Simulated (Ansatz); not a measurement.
Relaxed Ca3PbO (anti-perovskite):

```
Ca3PbO
1.0
    9.45629     0.00000     0.00000
    4.72814     4.72814     0.00000
    4.72814     0.00000     4.72814
Ca Pb O
6 2 2
Cartesian
 11.82036   0.00000   2.36407
  7.09221   0.00000   2.36407
  9.45629   2.36407   2.36407
 14.18443   2.36407   2.36407
 11.82036   2.36407   0.00000
  7.09221   2.36407   0.00000
  0.00000   0.00000   0.00000
  4.72814   0.00000   0.00000
 11.82036   2.36407   2.36407
  7.09221   2.36407   2.36407
```

The atoms are displaced by Q × the pattern below (from a DFPT mode at R = (0.5, 0.5, 0.5), largest move 1; Q in Å), at fixed cell. It is one choice among 3 degenerate patterns. (q is in reciprocal vectors of the primitive cell; the cell shown is doubled to hold the pattern.)

```tsv
atom	x	y	z
Ca1	0.000	0.000	1.000
Ca2	0.000	0.000	-1.000
Ca5	0.000	1.000	0.000
Ca6	0.000	-1.000	0.000
Pb7	-0.058	0.000	0.000
Pb8	0.058	0.000	0.000
```

Atoms not listed stay in place.

Computed with LDA (plane waves to 420 eV, PAW, scalar-relativistic; Ansatz, a first-principles code). k mesh 10×10×10 (Γ-centred), Fermi-Dirac smearing 0.05 eV. The energy includes the smearing's −TS. With partly filled bands, energies and forces of such displacements shift with the k mesh and the smearing. At this level the bands of Ca3PbO touch or barely overlap. Ca3PbO was relaxed with its symmetry unable to fall. Spin-orbit coupling is left out, though Pb is heavy. The zero of ΔE is the undisplaced structure.

```json
[
 {"Q (Å)": "-0.100", "ΔE (eV/cell)": "0.154"},
 {"Q (Å)": "-0.067", "ΔE (eV/cell)": "0.068"},
 {"Q (Å)": "-0.033", "ΔE (eV/cell)": "0.017"},
 {"Q (Å)": "0.000", "ΔE (eV/cell)": "0.000"},
 {"Q (Å)": "0.033", "ΔE (eV/cell)": "0.017"},
 {"Q (Å)": "0.067", "ΔE (eV/cell)": "0.068"},
 {"Q (Å)": "0.100", "ΔE (eV/cell)": "0.154"}
]
```

Problem. Which DFPT wavenumber at R = (0.5, 0.5, 0.5) belongs to this mode?
A. 339 cm⁻¹
B. 227 cm⁻¹
C. 172 cm⁻¹
D. 77 cm⁻¹

Solution. B, 227 cm⁻¹. The curvature of the scan gives 227 cm⁻¹

(A displaced cell: forces are minus the slopes of the energy, force constants its curvatures, and phonons follow from these.)
